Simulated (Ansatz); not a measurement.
GaN:
```xyz
4
Lattice="3.1543 0.0000 0.0000 -1.5771 2.7317 0.0000 0.0000 0.0000 7.5975" Properties=species:S:1:pos:R:3 pbc="T T T"
Ga     1.5771     0.9106     1.8994
Ga     0.0000     1.8211     5.6981
N      0.0000     0.0000     5.6981
N      0.0000     0.0000     1.8994
```

Relaxed with LDA.

### Question
Give the optical modes at the zone centre with their infrared and Raman activity from DFPT, plane-wave PAW LDA (Ansatz code).

### Answer
Transverse frequencies, without the LO–TO term; a row sums one degenerate level.

```csv
ω (cm⁻¹),degeneracy,IR ((D/Å)²/amu),Raman (Å⁴/amu),activity,symmetry
33i,2,0.00,0.11,Raman,E2g
49,1,0.00,0,silent,B1g
244,1,3.23,0,IR,A2u
305,1,0.00,0,silent,B1g
742,2,0.00,55,Raman,E2g
745,2,73.81,0,IR,E1u
```

### Question
How high does the top mode go among those that the LO–TO term moves?

### Answer
881 cm⁻¹ for q along x, 881 cm⁻¹ for q along y, 307 cm⁻¹ for q along z.

Space group P6_3/mmc. The workflow started from a Materials Project entry (that database holds measured and hypothetical structures alike); the Crystallography Open Database copy checked does not list it. It is not the phase usual at ambient conditions (space group No. 186, 216). The cell was relaxed with LDA under the symmetry of its start; phonons on a q-mesh show weakly imaginary modes. A crystal of weakly bound layers computed without a dispersion correction: the cell and the soft elastic constants depend strongly on that.

Potentials: the later of the program's two PAW sets.
